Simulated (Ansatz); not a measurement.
Input:

Rb2NaSbF6:
```cif
data_F6NaRb2Sb
_chemical_formula_sum 'Rb2 Na1 Sb1 F6'
_space_group_name_H-M_alt 'P 1'
_space_group_IT_number 1
_cell_length_a 6.27913
_cell_length_b 6.27913
_cell_length_c 6.27913
_cell_angle_alpha 60.000
_cell_angle_beta 60.000
_cell_angle_gamma 60.000
loop_
_space_group_symop_operation_xyz
  'x, y, z'
loop_
_atom_site_label
_atom_site_type_symbol
_atom_site_fract_x
_atom_site_fract_y
_atom_site_fract_z
_atom_site_occupancy
Rb1 Rb 0.75000 0.75000 0.75000 1
Rb2 Rb 0.25000 0.25000 0.25000 1
Na1 Na 0.50000 0.50000 0.50000 1
Sb1 Sb 0.00000 0.00000 0.00000 1
F1 F 0.75339 0.24661 0.24661 1
F2 F 0.24661 0.75339 0.75339 1
F3 F 0.24661 0.75339 0.24661 1
F4 F 0.75339 0.24661 0.75339 1
F5 F 0.24661 0.24661 0.75339 1
F6 F 0.75339 0.75339 0.24661 1
```

This is the r²SCAN-relaxed structure.

Problem. All from DFT-r²SCAN in the program Ansatz with PAW potentials, unless another level is named. Predict the hole effective mass.

Solution. 4.2, 4.2, 7.4 mₑ (principal values).

Problem. Predict the smallest direct gap on the standard path.

Solution. 4.66 eV.

Problem. What about the band gap?

Solution. 4.57 eV (indirect).

Problem. And the electron effective mass?

Solution. 0.85, 0.85, 13 mₑ (principal values).

Problem. Next, the conduction-band minimum?

Solution. at L (4 equivalent valleys).

Space group Fm-3m. The first step of the workflow began from a Materials Project structure, measured or hypothetical; the Crystallography Open Database copy checked does not list it. Whether it is the stable phase at ambient conditions was not checked. Symmetry was held in the r²SCAN relaxation; its stability against distortions is not shown here. Spin–orbit coupling is left out wherever it is not named.

Potentials: the later of the program's two PAW sets.
